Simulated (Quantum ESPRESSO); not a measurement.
## Band energies of AgI

```
CELL_PARAMETERS angstrom
      4.39239     0.00000     0.00000
      0.00000     4.39239     0.00000
      0.00000     0.00000     6.21913
ATOMIC_POSITIONS crystal
  Ag 0.00000 0.00000 0.00000
  Ag 0.50000 0.50000 0.00000
  I  0.00000 0.50000 0.69967
  I  0.50000 0.00000 0.30033
```

PBEsol (pw.x of Quantum ESPRESSO, ONCV potentials, with spin-orbit coupling); path ΓXMΓZRAZ,XR,MA; energies in eV from the valence-band maximum.

```
k (1/Å)  point  band 52  band 53  band 54  band 55  band 56  band 57  band 58  band 59
-------  -----  -------  -------  -------  -------  -------  -------  -------  -------
0.00         Γ     0.00     0.83     0.83     3.45     3.45     3.80     3.80     4.71
0.24              -0.28     1.59     1.59     3.44     3.44     3.72     3.72     5.10
0.60              -0.80     2.99     2.99     3.42     3.42     4.21     4.21     5.04
0.72         X    -1.03     3.29     3.29     3.29     3.29     4.58     4.58     4.58
0.83              -1.12     3.22     3.22     3.27     3.27     4.77     4.77     4.79
1.19              -1.83     2.69     2.69     2.75     2.75     3.44     3.44     3.48
1.43         M    -2.06     2.65     2.65     2.65     2.65     2.75     2.75     2.75
1.73              -1.57     2.60     2.60     2.88     2.88     3.47     3.47     4.13
1.94              -1.04     2.52     2.52     3.12     3.12     4.08     4.08     5.75
2.24              -0.33     1.46     1.46     3.47     3.47     3.73     3.73     4.93
2.44         Γ     0.00     0.83     0.83     3.45     3.45     3.80     3.80     4.71
2.82              -0.66     2.34     2.34     3.77     3.77     3.80     3.80     4.57
2.95         Z    -0.85     2.77     2.77     3.59     3.59     3.98     3.98     4.29
3.05              -0.86     2.74     2.74     3.67     3.67     4.00     4.00     4.40
3.36              -0.84     2.32     2.32     2.69     2.69     5.00     5.00     5.45
3.56              -0.77     1.99     1.99     2.07     2.07     5.48     5.48     5.72
3.66         R    -0.77     1.96     1.96     1.96     1.96     5.68     5.68     5.68
3.87              -0.73     2.32     2.32     2.48     2.48     5.07     5.07     5.08
4.07              -1.18     3.12     3.12     3.33     3.33     4.56     4.56     4.66
4.38         A    -1.83     4.11     4.11     4.11     4.11     4.49     4.49     4.49
4.56              -1.41     3.55     3.55     4.02     4.02     4.17     4.17     4.82
4.84              -0.64     2.69     2.69     3.60     3.60     4.04     4.04     5.73
5.02              -0.60     2.57     2.57     3.93     3.93     4.10     4.10     5.10
5.30              -0.86     2.75     2.75     3.70     3.70     3.97     3.97     4.38
5.39         Z    -0.85     2.77     2.77     3.59     3.59     3.98     3.98     4.29
5.39         X    -1.03     3.29     3.29     3.29     3.29     4.58     4.58     4.58
5.69              -0.92     2.38     2.38     2.38     2.38     5.26     5.26     5.26
5.89         R    -0.77     1.96     1.96     1.96     1.96     5.68     5.68     5.68
5.89         M    -2.06     2.65     2.65     2.65     2.65     2.75     2.75     2.75
6.10              -1.93     3.06     3.06     3.06     3.06     3.20     3.20     3.20
6.40         A    -1.83     4.11     4.11     4.11     4.11     4.49     4.49     4.49
```

The PBEsol gap is direct, 0.83 eV at Γ.

Geometry relaxed with PBE+D3(BJ).

This is not the ordinary phase of the substance; no match was found in the copy of COD used, and its stability was not checked.
